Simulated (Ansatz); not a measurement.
TiSb2:
Space group I4/mcm (No. 140); a = 6.636 Å, b = 6.636 Å, c = 5.711 Å, α = 90.00°, β = 90.00°, γ = 90.00°

```json
[
 {"atom": "Sb", "site": "8h", "symmetry": "m.2m", "x": "0.3471", "y": "0.1529", "z": "0.0000"},
 {"atom": "Ti", "site": "4a", "symmetry": "422", "x": "0.0000", "y": "0.0000", "z": "0.2500"}
]
```
(The calculation used a cell of 6 atoms; values per cell refer to that cell.)

Relaxed at zero pressure with PBEsol (plane waves, PAW; program Ansatz).

Q: The volume is lowered by 3 % and shape and atoms relax at that volume. What pressure results, and how do the axes share the change?

A: 3.2 GPa; a -0.9 %, b -0.9 %, c -1.2 %; the energy rises by 6 meV/atom.

Q: Give the new structure.

A: 
Space group I4/mcm (No. 140); a = b = 6.575 Å, c = 5.643 Å, α = β = γ = 90.00°

```csv
atom,site,symmetry,x,y,z
Sb,8h,m.2m,0.3469,0.1531,0.0000
Ti,4a,422,0.0000,0.0000,0.2500
```

The phase is kept; no other phase was compared at this pressure.

The workflow started from an entry of the Crystallography Open Database (COD, 293 K). Whether it is the stable phase at ambient conditions was not checked. The PBEsol relaxation kept the symmetry of its start; of distortions, only those at the zone centre were tested. The run is not spin-polarised. Spin–orbit coupling is left out wherever it is not named.

Potentials: the later of the program's two PAW sets.
